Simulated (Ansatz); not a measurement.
Polymorphs of La, each relaxed with r²SCAN in the plane-wave PAW code Ansatz:

A: dhcp (α-La type) (P6_3/mmc)
a = b = 3.7748 Å, c = 12.0630 Å, α = β = 90.00°, γ = 120.00°

```tsv
atom	site	symmetry	x	y	z
La	2a	-3m.	0.0000	0.0000	0.0000
La	2c	-6m2	0.3333	0.6667	0.2500
```

B: diamond (Fd-3m)
a = 6.653 Å, b = 6.653 Å, c = 6.653 Å, α = 90.00°, β = 90.00°, γ = 90.00°

```json
[
 {"atom": "La", "site": "8b", "symmetry": "-43m", "x": "0.5000", "y": "0.5000", "z": "0.5000"}
]
```

Task: Order them by energy per atom at 0 K (lowest first) at the level r²SCAN.

Result: A (+0 meV/atom), B (+890 meV/atom)

Typed or built starts, not in the databases checked: B. Not the usual ambient phase: B. Unstable at this level: B. All cells were relaxed under the symmetry of their starts (and spin orders); stability against distortions was not tested throughout. Spin–orbit coupling is left out wherever it is not named.

Energies hold the estimated change up to a 700 eV cutoff; steps of a few meV lie near the error of the meshes.

Potentials: the earlier of the program's two PAW sets.
